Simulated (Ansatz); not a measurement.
Input:

GaNi:
```xyz
2
Lattice="2.8409 0.0000 0.0000 0.0000 2.8409 0.0000 0.0000 0.0000 2.8409" Properties=species:S:1:pos:R:3 pbc="T T T"
Ga     0.0000     0.0000     0.0000
Ni     1.4205     1.4205     1.4205
```

This is the LDA-relaxed structure.

**Question.** All from LDA in the plane-wave PAW code Ansatz, unless another level is named. Predict the formation energy from the elements (no fitted shifts).

**Answer.** -0.43 eV/atom.

**Question.** Give the density of states at the Fermi level.

**Answer.** 0.41 states/eV per atom (mean over ±0.08 eV).

Space group Pm-3m (CsCl type). The first step of the workflow began from a Materials Project structure, measured or hypothetical; the Crystallography Open Database files this formula in space group No. 221, but the cells were not matched. Whether it is the stable phase at ambient conditions was not checked. The LDA relaxation kept the symmetry of its start; of distortions, only those at the zone centre were tested. No spin polarisation was allowed. The references are the lowest solids computed at this level, not always the standard phases. Spin–orbit coupling is left out wherever it is not named.

Potentials: the later of the program's two PAW sets.
